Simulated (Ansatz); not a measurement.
SiC:
Space group P6₃mc (No. 186); a = b = 3.0753 Å, c = 5.0482 Å, α = β = 90.00°, γ = 120.00°

```json
[
 {"atom": "Si", "site": "2b", "symmetry": "3m.", "x": "0.6667", "y": "0.3333", "z": "0.0005"},
 {"atom": "C", "site": "2b", "symmetry": "3m.", "x": "0.3333", "y": "0.6667", "z": "0.1247"}
]
```

Relaxed with r²SCAN.

**Question.** Give the optical modes at the zone centre with their infrared and Raman activity from DFPT, the program Ansatz at the r²SCAN level (PAW).

**Answer.** Transverse frequencies, without the LO–TO term; a row sums one degenerate level.

| ω (cm⁻¹) | degeneracy | IR ((D/Å)²/amu) | Raman (Å⁴/amu) | activity | symmetry |
|---|---|---|---|---|---|
| 271 | 2 | 0.00 | 0.17 | Raman | E2 |
| 605 | 1 | 0.00 | 0 | silent | B1 |
| 765 | 2 | 0.00 | 23 | Raman | E2 |
| 773 | 1 | 45.32 | 57 | IR+Raman | A1 |
| 802 | 2 | 79.05 | 17 | IR+Raman | E1 |
| 846 | 1 | 0.00 | 0 | silent | B1 |

**Question.** How high does the top mode go among those that the LO–TO term moves?

**Answer.** 979 cm⁻¹ for q along x, 979 cm⁻¹ for q along y, 970 cm⁻¹ for q along z.

Space group P6_3mc (wurtzite). The cell was relaxed with r²SCAN under the symmetry of its start; phonons on a q-mesh show no instability.

Potentials: the later of the program's two PAW sets.
